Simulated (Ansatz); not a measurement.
Ansatz input

```yaml
crystal:
  lattice:
    - [2.3960299192, 0.0, 0.0]
    - [-1.1980149596, 2.0750227782, 0.0]
    - [0.0, 0.0, 7.7131946974]
  atoms:
    - { symbol: Fe, position: [1.0, 1.0, 0.0], spin: 2.5 }
    - { symbol: Fe, position: [0.0, 0.0, 0.5], spin: 2.5 }
    - { symbol: Fe, position: [0.3333333333, 0.6666666667, 0.25], spin: 2.5 }
    - { symbol: Fe, position: [0.6666666667, 0.3333333333, 0.75], spin: 2.5 }
hamiltonian:
  xc: lda
  pseudopotentials:
    kind: paw
    azcp:
      Fe: "pseudopotentials/Fe.paw.azcp"
basis:
  ecutwfc: 420
  fft_grid_basis: typed
kpoints:
  mp_grid: { grid: [20, 20, 6], shift: [0, 0, 0] }
magnetization:
  spin_polarized: true
scf:
  occupations: { method: fermi_dirac, width: 0.05 }
```

Output

```
Warning: the record states the generating functional pbe (its physics header spells it `PBE`), which answers neither for hamiltonian.xc's functional nor for the lda family's — results may be inconsistent (PPs are generated against a specific XC)
Engine: ansatz 0.2.0, aarch64-unknown-linux-gnu
Pseudopotentials: kind: paw
Pseudopotential: Fe, paw, valence charge 16, recommended cutoff 420 eV (normal) 
Functional definition: SPW92
  exchange = slater_x
  correlation = pw_c
Crystal: 4 atoms, lattice volume = 38.349 Å³
Basis set: ecut = 420 eV, 727 PW (Γ)
Bands: 45, of which v1, the nominal top of the filled ones, is band 32 counted from 1 (31 counted from 0)
Symmetry: 24 space group operations
Space group: P63/mmc (ITA 194), of the structure as read, at distance tolerance 3.4e-5 Å
Magnetic group: BNS 194.263 (UNI 1493), of the structure as read, at distance tolerance 3.4e-5 Å
k-points: 176 of 2400
Non-local potential: Fe, projectors of the file, l = 0: 3, l = 1: 2, l = 2: 3, l = 3: 1
PAW form: soft (Blöchl's): semilocal exchange-correlation on the pseudo side does not see the compensation charge
PAW frozen core: Fe, regenerated for the run's functional, and the local potential with it (the file was generated under x = pbe(κ = 0.804, μ = 0.2195149727645171), c = pbe(β = 0.06672455060314922))
PAW one-centre angular grid: Fe, 590 points (default); XC on 64 Gauss nodes
Initial density: superposition of atomic densities (chi_scale 0.1, normalization cell)
Starting moments: Σ|m| = 10 μB on 4 of 4 sites
Initial wavefunctions: pseudopotential atomic-orbital guess
Functional: x = slater, c = lda
SCF iter   1: F=—  HF=-17684.828133 eV  |F-HF|=—  |Δ(HF+E_count)|=         —  Δρ=3.63e-1 (↑3.63e-1 ↓1.62e-1)  dr2=1.25e1  dr2_m=2.31e1  M=1.376 μB ∫|m|=1.414 μB  β_m=0.30  ethr=3.10e-3  ⟨swp⟩=5.8  Hψ=54261  notcnv=0  defer=10
Mixer restart at iter 1: flushing history
SCF iter   2: F=—  HF=-17678.407060 eV  |F-HF|=—  |Δ(HF+E_count)|=    6.42e0  Δρ=2.08e-1 (↑2.08e-1 ↓1.40e-1)  dr2=1.61e0  dr2_m=1.05e1  M=1.579 μB ∫|m|=1.604 μB  β_m=0.53  ethr=3.10e-3  ⟨swp⟩=3.6  Hψ=33601  notcnv=0  defer=1269
SCF iter   3: F=—  HF=-17680.504481 eV  |F-HF|=—  |Δ(HF+E_count)|=    2.10e0  Δρ=1.09e-1 (↑1.09e-1 ↓2.87e-2)  dr2=2.07e0  dr2_m=1.44e0  M=0.924 μB ∫|m|=0.956 μB  β_m=0.50  ethr=2.51e-3  ⟨swp⟩=3.5  Hψ=29746  notcnv=0  defer=1216
SCF iter   4: F=—  HF=-17680.096814 eV  |F-HF|=—  |Δ(HF+E_count)|=   4.08e-1  Δρ=2.19e-2 (↑8.93e-3 ↓2.19e-2)  dr2=1.56e-1  dr2_m=4.74e-2  M=0.674 μB ∫|m|=0.720 μB  β_m=0.69  ethr=2.51e-3  ⟨swp⟩=3.1  Hψ=28054  notcnv=0  defer=1215
SCF iter   5: F=—  HF=-17680.205777 eV  |F-HF|=—  |Δ(HF+E_count)|=   1.09e-1  Δρ=2.10e-2 (↑1.64e-2 ↓2.10e-2)  dr2=3.78e-1  dr2_m=2.98e-2  M=0.439 μB ∫|m|=0.481 μB  β_m=0.69  ethr=2.44e-4  ⟨swp⟩=3.1  Hψ=28318  notcnv=0  defer=1111
SCF iter   6: F=—  HF=-17680.161755 eV  |F-HF|=—  |Δ(HF+E_count)|=   4.40e-2  Δρ=1.32e-2 (↑3.77e-3 ↓1.32e-2)  dr2=9.95e-2  dr2_m=1.04e-2  M=0.138 μB ∫|m|=0.269 μB  β_m=0.64  ethr=2.44e-4  ⟨swp⟩=3.0  Hψ=30398  notcnv=0  defer=1111
SCF iter   7: F=—  HF=-17680.174311 eV  |F-HF|=—  |Δ(HF+E_count)|=   1.26e-2  Δρ=5.40e-3 (↑3.66e-3 ↓5.40e-3)  dr2=1.08e-2  dr2_m=4.05e-3  M=0.153 μB ∫|m|=0.227 μB  β_m=0.82  ethr=1.56e-4  ⟨swp⟩=2.2  Hψ=20353  notcnv=0  defer=1112
SCF iter   8: F=—  HF=-17680.176835 eV  |F-HF|=—  |Δ(HF+E_count)|=   2.52e-3  Δρ=2.36e-3 (↑2.36e-3 ↓1.92e-3)  dr2=2.18e-4  dr2_m=1.56e-3  M=0.130 μB ∫|m|=0.161 μB  β_m=0.80  ethr=1.69e-5  ⟨swp⟩=2.0  Hψ=24630  notcnv=0  defer=1112
SCF iter   9: F=—  HF=-17680.176708 eV  |F-HF|=—  |Δ(HF+E_count)|=   1.27e-4  Δρ=1.72e-3 (↑8.56e-4 ↓1.72e-3)  dr2=3.27e-4  dr2_m=5.27e-4  M=0.084 μB ∫|m|=0.100 μB  β_m=0.82  ethr=3.40e-7  ⟨swp⟩=2.0  Hψ=27516  notcnv=0  defer=1112
SCF iter  10: F=—  HF=-17680.176655 eV  |F-HF|=—  |Δ(HF+E_count)|=   5.33e-5  Δρ=5.45e-4 (↑3.08e-4 ↓5.45e-4)  dr2=1.28e-4  dr2_m=2.34e-5  M=0.038 μB ∫|m|=0.044 μB  β_m=0.91  ethr=3.40e-7  ⟨swp⟩=2.2  Hψ=22224  notcnv=0  defer=1112
SCF iter  11: F=—  HF=-17680.176703 eV  |F-HF|=—  |Δ(HF+E_count)|=   4.80e-5  Δρ=3.07e-4 (↑2.81e-4 ↓3.07e-4)  dr2=1.07e-5  dr2_m=2.72e-5  M=0.020 μB ∫|m|=0.024 μB  β_m=0.95  ethr=2.01e-7  ⟨swp⟩=2.0  Hψ=20833  notcnv=0  defer=1112
SCF iter  12: F=—  HF=-17680.176702 eV  |F-HF|=—  |Δ(HF+E_count)|=   9.66e-7  Δρ=4.67e-5 (↑4.67e-5 ↓2.90e-5)  dr2=1.07e-6  dr2_m=9.19e-8  M=0.003 μB ∫|m|=0.003 μB  β_m=0.84  ethr=1.67e-8  ⟨swp⟩=2.3  Hψ=26817  notcnv=0  defer=1112
SCF iter  13: F=—  HF=-17680.176702 eV  |F-HF|=—  |Δ(HF+E_count)|=   2.53e-7  Δρ=4.10e-5 (↑3.48e-5 ↓4.10e-5)  dr2=2.45e-8  dr2_m=5.00e-7  M=0.002 μB ∫|m|=0.003 μB  β_m=0.92  ethr=1.66e-9  ⟨swp⟩=2.1  Hψ=21991  notcnv=0  defer=1112
SCF iter  14: F=—  HF=-17680.176701 eV  |F-HF|=—  |Δ(HF+E_count)|=   7.21e-9  Δρ=2.75e-5 (↑9.62e-6 ↓2.75e-5)  dr2=1.65e-7  dr2_m=1.16e-7  M=-0.001 μB ∫|m|=0.001 μB  β_m=0.73  ethr=3.83e-11  ⟨swp⟩=2.8  Hψ=30961  notcnv=0  defer=1112
SCF iter  15: F=—  HF=-17680.176701 eV  |F-HF|=—  |Δ(HF+E_count)|=   1.64e-8  Δρ=8.02e-6 (↑4.45e-6 ↓8.02e-6)  dr2=5.43e-9  dr2_m=1.35e-8  M=-0.000 μB ∫|m|=0.001 μB  β_m=0.86  ethr=3.83e-11  ⟨swp⟩=2.1  Hψ=23223  notcnv=0  defer=1112
SCF iter  16: F=—  HF=-17680.176701 eV  |F-HF|=—  |Δ(HF+E_count)|=   1.04e-9  Δρ=6.50e-7 (↑5.26e-7 ↓6.50e-7)  dr2=6.69e-12  dr2_m=1.20e-10  M=-0.000 μB ∫|m|=0.000 μB  β_m=0.89  ethr=8.48e-12  ⟨swp⟩=2.0  Hψ=23421  notcnv=0  defer=1112
SCF iter  17: F=-17680.176701 eV  HF=-17680.176701 eV  |F-HF|=1.09e-10  |Δ(HF+E_count)|=  3.64e-12  Δρ=2.54e-7 (↑2.54e-7 ↓2.32e-7)  dr2=1.10e-10  dr2_m=7.33e-14  M=-0.000 μB ∫|m|=0.000 μB  ethr=1.00e-12  ⟨swp⟩=1.2  Hψ=34012  notcnv=0
SCF 1 converged in 17 iterations: F = -17680.176701 eV  dr2 = 1.10e-10
WARN: the starting moments were not kept: the SCF closed with an absolute magnetisation of 7.8e-6 μB, where they sum to 10 μB in size (4 sites). That is at most 0.1 of that sum. Measured as dr2_m measures the in/out step, that magnetisation stands 4.5e-11 eV from none, at or under the dr2_threshold of 1.0e-7 eV: it is no larger than a step whose dr2_m would equal this threshold. The system may hold no moment; this SCF shows only that its start led to no more than that. To try another start: raise the starting moments (crystal.atoms[].spin, magnetization.per_species, magnetization.initial_magnetization, or on a non-collinear deck that types none of these the spinor_matrix: blocks that start its atoms; where the total moment is fixed, keep their sum and leave initial_magnetization as it is; typed ones take the place of any that the run laid by itself, positive ones on a crystal's lanthanoids without a Hubbard term where scf.initial_density.shell_occupations: [] is typed) or, if the notice of its spin-set hold's release reads "site moments contracting" or "site moments show no strong build", lengthen the hold (scf.mixing.spin_hold: { on: { confirm: 4 } }; for m-r²SCAN on two components see the key's manual first). Each may lead to a state that holds a moment. A second SCF, from the converged charge density, with the starting moments and any scf.initial_density.shell_occupations laid on it anew, would have followed, and was not run: the deck does not ask for one (magnetization.retry_lost_moments is false, the default). To let it run, set magnetization.retry_lost_moments: true and run the deck again, where that key's refused combinations let it; where memory then withholds it, that run's warning says so.
SCF converged after 17 iterations
Magnetization: -0.0000 μB (32.0000 up, 32.0000 down)
Absolute magnetization: 0.0000 μB (∫|ρ↑−ρ↓|, with the PAW one-centre terms)
Spin contamination: 0.0000 ħ² per cell (⟨S²⟩ above its minimum at these occupations)
Per-site moments (μB) at R_I (Å): [(2.516732360309902e-7, 0.9789372357862214), (2.516732362107542e-7, 0.9789372357862214), (-3.4715544196134143e-6, 0.9789372357862214), (-3.471554419547002e-6, 0.9789372357862214)]
Free energy (F): -17680.176701 eV
Harris-Foulkes:  -17680.176701 eV  (|F-HF|=1.09e-10)
Internal energy: -17680.121979 eV  (E = F + TS)
E sigma→0 (E₀):  -17680.149340 eV
Entropy (-TS):   -0.054723 eV (-13.681 meV/atom)
Fermi energy:    22.250171 eV
--- Per-component energies (eV) ---
  E_band       = -623.320631
  E_kinetic    = 1432.154261
  E_local      = -7411.726995  (includes V_loc(G=0)·N_el)
  E_nonlocal   = 868.668772
  E_hartree    = 3143.509347
  E_xc         = -478.868506
  E_vxc        = -619.911408  (∫ρ·V_xc dr)
  E_paw        = -5212.204315  (= ΣΔE_a)
  E_vpaw       = -1179.527705  (= ΣTr[D̂ρ^β])
  E_aug_tail   = 0.003798  (compensation charges beyond the density's cutoff)
  E_ewald      = -10023.264484
  E_core_change = 1.606143  (= ΣΔE_core)
  E_smearing   = -0.054723  (= −TS)
  E_closure    = -0.000000  (closes the sum)
  Σ components = -17680.176701   (vs F -17680.176701, Δ=0.00e0)
```
